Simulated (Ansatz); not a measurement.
The relaxed structure here is a generated cell of Cu: the first start was made by placing the elements on the sites of a structure type, and the end was not matched to a known phase here, so it may be hypothetical. Known forms of Cu include space group No. 225.

A relaxed cell of Cu (Pm-3n (No. 223)), relaxed on a k-mesh at least as fine as the one used below. Calculation: PBE (plane waves to 420 eV, PAW, scalar-relativistic; Ansatz, a program for electronic structure). Γ-centred k-mesh 7×7×7 on the run's cell (coarser than for final values), Fermi–Dirac smearing 0.05 eV.

```
CELL_PARAMETERS angstrom
      4.61302     0.00000     0.00000
      0.00000     4.61302     0.00000
      0.00000     0.00000     4.61302
ATOMIC_POSITIONS crystal
  Cu 0.25000 0.00000 0.50000
  Cu 0.75000 0.00000 0.50000
  Cu 0.00000 0.50000 0.25000
  Cu 0.00000 0.50000 0.75000
  Cu 0.50000 0.25000 0.00000
  Cu 0.50000 0.75000 0.00000
  Cu 0.00000 0.00000 0.00000
  Cu 0.50000 0.50000 0.50000
```

The atoms are displaced by (Å):

```
atom      ux      uy      uz
----  ------  ------  ------
Cu1    0.001  -0.060  -0.110
Cu2    0.185   0.028   0.057
Cu3    0.080  -0.010  -0.070
Cu4   -0.114   0.002   0.171
Cu5   -0.082  -0.031   0.137
Cu6    0.088  -0.050   0.018
Cu7   -0.060  -0.027  -0.124
Cu8    0.100  -0.034  -0.070
```

Task: What forces (eV/Å) and pressure result?

Result: 
| atom | Fx | Fy | Fz |
|---|---|---|---|
| Cu1 | 2.32 | -0.08 | -0.04 |
| Cu2 | -2.78 | -0.03 | -0.64 |
| Cu3 | 0.29 | -0.05 | 3.35 |
| Cu4 | 0.15 | -0.18 | -3.61 |
| Cu5 | 0.07 | -0.36 | -0.64 |
| Cu6 | -0.40 | 0.30 | -0.28 |
| Cu7 | 0.68 | 0.23 | 1.07 |
| Cu8 | -0.32 | 0.17 | 0.79 |

Pressure +4.7 GPa.

Task: Estimate the energy cost of the displacement in the harmonic approximation and compare with the calculation.

Result: For a harmonic well ΔE = −½ Σ F·u = 0.897 eV a cell, or 112 meV/atom. The calculated energy relative to the undisplaced cell is +0.11 eV/atom, so the harmonic estimate holds well.

No spin polarisation in the result.

The run that gave the undisplaced cell could not lose the symmetry of its start: the end is stationary, and may be a saddle point rather than a minimum.
